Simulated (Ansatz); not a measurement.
Relaxed TiSi₂ (C49 type, space group Cmcm):

```
CELL_PARAMETERS angstrom
      1.76330    -6.75838     0.00000
      1.76330     6.75838     0.00000
      0.00000     0.00000     3.56518
ATOMIC_POSITIONS crystal
  Si 0.94167 0.05833 0.75000
  Si 0.05833 0.94167 0.25000
  Si 0.25029 0.74971 0.75000
  Si 0.74971 0.25029 0.25000
  Ti 0.60320 0.39680 0.75000
  Ti 0.39680 0.60320 0.25000
```

In each cell atom 2 (Si, nearest neighbour Si at 2.380 Å; its periodic images, 3.5 Å or more away, move with it) moves by s·(1.000, 0.000, 0.000) (along Cartesian x), the rest being held.

All values below come from r2SCAN (plane waves to 500 eV, PAW, scalar-relativistic; Ansatz, an electronic-structure program). k mesh 11×11×11 (Γ-centred), Fermi-Dirac smearing 0.05 eV. Energies are smeared free energies. With partly filled bands, energies and forces of such displacements shift with the k mesh and the smearing. This is one of several known forms of TiSi2; the measured ambient cells at hand have space group No. 70. TiSi2 is run without spin polarisation. TiSi2 was relaxed with its symmetry unable to fall. The zero of ΔE is the undisplaced structure.

The scan covers s from -0.240 to 0.240 Å in 11 points.

Q: Is the energy the same for equal positive and negative displacements?

A: Even: the same for both signs. With its periodic images moving along, the atom's site symmetry in this cell is mm2.

Q: What is the force constant k = d²E/ds² of this move at s = 0?

A: 9.43 eV/Å².

(A displaced cell: forces are minus the slopes of the energy, force constants its curvatures, and phonons follow from these.)
